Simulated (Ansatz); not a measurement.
# SnSe: energy along a strain

SnSe, Fm-3m, a = 6.020 Å (as given, not relaxed at this level: 0.0 GPa). This isn't the usual stable structure of the compound. Ansatz: r2SCAN, PAW, 500 eV, Γ-centred 10×10×10 mesh on 2 atoms, Gaussian smearing 0.05 eV; no spin polarisation. Cell vectors (Å): 0.000 3.010 3.010; 3.010 0.000 3.010; 3.010 3.010 0.000. The cell is strained by x per cent times the pattern (0 0 1 0 0 0) in the order xx yy zz yz xz xy (engineering shears), with fractional coordinates held. y is the free energy over the start, V0 = 27.271 Å³/atom.

| x (%) | y (meV/atom) |
| --- | --- |
| -4.00 | 21.52 |
| -3.00 | 11.56 |
| -2.00 | 4.89 |
| -1.00 | 1.14 |
| 0.00 | 0.00 |
| 1.00 | 1.15 |
| 2.00 | ? |
| 3.00 | 9.27 |
| 3.50 | 12.33 |
| 4.00 | 15.74 |

**Question.** Fit y = c1 x + c2 x² + c3 x³ to the other rows, get the stiffness along the pattern, and predict the missing energy.

**Answer.** Least squares on the rows shown. y = 0.062080 x + 1.1621 x² − 0.049131 x³. The clamped-ion stiffness p·C·p = 2 × 11.62 eV × 160.2 / 27.271 Å³ = 137 GPa, which is C33 in these axes (C11 of the cubic crystal); c1 is there for the stress left in the start, which by itself gives a slope of 0.05 meV/atom per %. At x = 2.00 the fit asked for gives 4.38 meV/atom. The run gave 4.33 meV/atom, so the fit is 0.05 meV/atom too high, within twice the rms miss on the fitted rows (0.03 meV/atom).